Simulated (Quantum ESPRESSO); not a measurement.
**Band energies of K$_{2}$Te at +2 % isotropic strain**

```xyz
3
Lattice="0.0000 4.1255 4.1255 4.1255 0.0000 4.1255 4.1255 4.1255 0.0000" Properties=species:S:1:pos:R:3 pbc="T T T"
K      6.1883     6.1883     6.1883
K      2.0628     2.0628     2.0628
Te     8.2510     8.2510     8.2510
```

norm-conserving PBEsol (Quantum ESPRESSO, 82 Ry, no spin-orbit coupling); path ΓXWKΓLUWLK,UX; energies in eV from the valence-band maximum.

| k (1/Å) | point | band 13 | band 14 | band 15 | band 16 | band 17 | band 18 | band 19 | band 20 |
|---|---|---|---|---|---|---|---|---|---|
| 0.00 | Γ | -12.94 | -8.55 | -0.04 | -0.04 | -0.04 | 2.03 | 4.95 | 4.95 |
| 0.11 |  | -12.94 | -8.54 | -0.12 | -0.04 | -0.04 | 2.18 | 4.89 | 4.98 |
| 0.33 |  | -12.94 | -8.49 | -0.45 | -0.04 | -0.04 | 3.03 | 4.47 | 5.24 |
| 0.54 |  | -12.93 | -8.43 | -0.69 | -0.03 | -0.03 | 3.27 | 4.50 | 4.98 |
| 0.76 | X | -12.91 | -8.40 | -0.76 | -0.03 | -0.03 | 3.06 | 4.21 | 5.96 |
| 1.02 |  | -12.92 | -8.40 | -0.60 | -0.24 | -0.05 | 3.28 | 4.57 | 5.39 |
| 1.14 | W | -12.92 | -8.40 | -0.43 | -0.43 | -0.06 | 3.37 | 4.94 | 4.94 |
| 1.28 |  | -12.92 | -8.40 | -0.54 | -0.31 | -0.04 | 3.36 | 4.63 | 5.30 |
| 1.41 | K | -12.92 | -8.40 | -0.58 | -0.28 | -0.02 | 3.35 | 4.49 | 5.59 |
| 1.51 |  | -12.92 | -8.41 | -0.45 | -0.41 | -0.01 | 3.57 | 4.53 | 5.39 |
| 1.71 |  | -12.93 | -8.44 | -0.54 | -0.20 | 0.00 | 3.74 | 4.44 | 4.94 |
| 1.92 |  | -12.94 | -8.50 | -0.40 | -0.07 | -0.02 | 2.92 | 4.83 | 4.88 |
| 2.12 |  | -12.94 | -8.54 | -0.11 | -0.04 | -0.04 | 2.16 | 4.92 | 4.95 |
| 2.22 | Γ | -12.94 | -8.55 | -0.04 | -0.04 | -0.04 | 2.03 | 4.95 | 4.95 |
| 2.33 |  | -12.94 | -8.54 | -0.12 | -0.04 | -0.04 | 2.18 | 4.94 | 4.94 |
| 2.55 |  | -12.96 | -8.49 | -0.46 | -0.02 | -0.02 | 3.00 | 4.91 | 4.91 |
| 2.66 |  | -12.97 | -8.46 | -0.60 | -0.01 | -0.01 | 3.41 | 4.91 | 4.91 |
| 2.88 | L | -12.99 | -8.43 | -0.71 | 0.00 | 0.00 | 3.82 | 4.52 | 4.92 |
| 3.11 |  | -12.94 | -8.42 | -0.61 | -0.19 | -0.01 | 3.85 | 4.27 | 5.15 |
| 3.35 | U | -12.92 | -8.40 | -0.58 | -0.28 | -0.02 | 3.35 | 4.49 | 5.59 |
| 3.61 | W | -12.92 | -8.40 | -0.43 | -0.43 | -0.06 | 3.37 | 4.94 | 4.94 |
| 3.79 |  | -12.93 | -8.41 | -0.51 | -0.33 | -0.03 | 3.55 | 4.66 | 5.06 |
| 3.97 |  | -12.96 | -8.42 | -0.65 | -0.12 | 0.00 | 4.03 | 4.11 | 5.06 |
| 4.15 | L | -12.99 | -8.43 | -0.71 | 0.00 | 0.00 | 3.82 | 4.52 | 4.92 |
| 4.31 |  | -12.96 | -8.43 | -0.66 | -0.09 | 0.00 | 4.03 | 4.11 | 5.03 |
| 4.46 |  | -12.93 | -8.41 | -0.56 | -0.28 | -0.01 | 3.64 | 4.46 | 5.26 |
| 4.62 | K | -12.92 | -8.40 | -0.58 | -0.28 | -0.02 | 3.35 | 4.49 | 5.59 |
| 4.62 | U | -12.92 | -8.40 | -0.58 | -0.28 | -0.02 | 3.35 | 4.49 | 5.59 |
| 4.71 |  | -12.92 | -8.40 | -0.68 | -0.16 | -0.02 | 3.20 | 4.37 | 5.82 |
| 4.89 | X | -12.91 | -8.40 | -0.76 | -0.03 | -0.03 | 3.06 | 4.21 | 5.96 |

The PBEsol gap is indirect, 2.03 eV, from L to Γ; the smallest direct gap is 2.08 eV. Another valence extremum on the path lies within 0.02 eV, too close to call.

Without spin-orbit coupling, band edges of such heavy elements can be off by tenths of an eV.

Geometry strained from the cell relaxed with PBEsol, atoms relaxed again.
